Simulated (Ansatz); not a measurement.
Slab of fcc Cu (110), 4 layers

The slab is cut from the fcc crystal, the stable phase, as relaxed on PAW files (11.31 Å³/atom), with 16 Å of vacuum and a dipole correction:

```
CELL_PARAMETERS angstrom
2.51982 0.00000 0.00000
0.00000 3.56356 0.00000
0.00000 0.00000 19.77970
ATOMIC_POSITIONS crystal
Cu 0.25000 0.25000 0.40445
Cu 0.75000 0.75000 0.46815
Cu 0.25000 0.25000 0.53185
Cu 0.75000 0.75000 0.59555
```

Level of theory: DFT with PBEsol, scalar-relativistic, in Ansatz 0.2.0; a Γ-centred 14×10×1 k mesh, Fermi–Dirac smearing of 0.1 eV, no spin polarisation. LAPW: all electrons, basis error target 1 meV/atom; PAW: frozen-core files, cutoff 420 eV.

The bulk energy comes from a cell in the slab's orientation on a 14×10×14 mesh. The surface energy is (E(slab) − N·E(bulk))/2A at zero smearing, the mean of both faces; thin slabs carry quantum-size effects.

The PAW files were made under PBE.

Question: As cut, the LAPW slab lies 2.250 eV above 4 atoms of bulk. What surface energy is that?

Answer: Over two faces of 8.98 Å² it is 125.3 meV/Å², and times 16.02 J/m² per eV/Å² that gives γ = 2.007 J/m².

Question: What do relaxation and the other method give, and what work function comes out?

Answer: 

```csv
method,γ as cut (J/m²),γ relaxed (J/m²),Φ as cut (eV),Φ relaxed (eV)
LAPW,2.007,1.948,4.53,4.57
PAW,2.009,1.950,4.53,4.57
```

Question: How do the spacings between the planes relax?

Answer: From the bottom face up: d12 -12.1 % of 1.260 Å, d23 +9.3 % of 1.260 Å, d34 -12.1 % of 1.260 Å.

Question: A field of 0.1 V/Å is applied along the normal, atoms held. What follows?

Answer: LAPW finds an induced dipole of 0.0320 e·Å a cell (PAW 0.0320), that is 6.44 Å for 4πα over the area, against 3.59 Å between the outer atoms.

Question: What changes if the images along the normal are cut off in place of the dipole correction?

Answer: LAPW then gives: no gap, work function 4.57 eV; PAW: no gap, work function 4.57 eV.

Question: A 2p core hole is made on one atom of each kind in every 1×1 cell (PAW hole dataset, neutral cell, valence without spin). What does it cost by layer?

Answer: layer 1 935.72 eV, layer 2 935.99 eV. Shifts between layers mean more than the absolute values, and a whole layer of holes screens otherwise than one hole.
